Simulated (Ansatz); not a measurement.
SiNi3: Field gradients at the nuclei

The cell is a COD entry, whose atoms a relaxation with PBE at fixed cell left in place.

```
CELL_PARAMETERS angstrom
3.55110 0.00000 0.00000
0.00000 3.55110 0.00000
0.00000 0.00000 3.55110
ATOMIC_POSITIONS crystal
Si 0.00000 0.00000 0.00000
Ni 0.00000 0.50000 0.50000
Ni 0.50000 0.00000 0.50000
Ni 0.50000 0.50000 0.00000
```

Sites (sets of like atoms) are named by element and the number of their first atom in this list.

Method: Kohn–Sham DFT in Ansatz, PBE, plane waves and PAW, scalar-relativistic, collinear spin, 420 eV cutoff, Γ-centred 13×13×13 k-points, Fermi–Dirac smearing 0.05 eV. Start moments as typed (μB): 1.5 on each Ni, none on the rest.

Conventions: |V_zz| ≥ |V_yy| ≥ |V_xx|, η = (V_xx − V_yy)/V_zz, C_Q = eQV_zz/h. Directions are in the Cartesian axes of the cell vectors above, for the atom listed; none is given where the gradient is under 0.02 or η is above 0.95.

```tsv
site	first atom	first shell	V_zz (10²¹ V/m²)	η	direction of V_zz (x, y, z)
Si	1	12 Ni at 2.51 Å	0.00	–	–
Ni	2	4 Si at 2.51 Å, 8 Ni at 2.51 Å	-4.52	0.00	1.00 0.00 0.00
```

An axis of threefold or higher order runs through Ni, so V_zz lies along it and η is zero. Si sits on a cubic site, where every gradient vanishes.

At this cell the PBE pressure is -7 GPa, so with PBE the cell would shrink if it were relaxed. The entry's cell may itself be off. The run finds no gap above 0.1 eV (a metal, or nearly one), so the gradients can move by 10 % or more with the k-mesh. With these PAW files V_zz is typically within 2 to 3 % of all-electron values, but misses above 10 % occur on Ni. The start moments die out, and the run ends without spin.
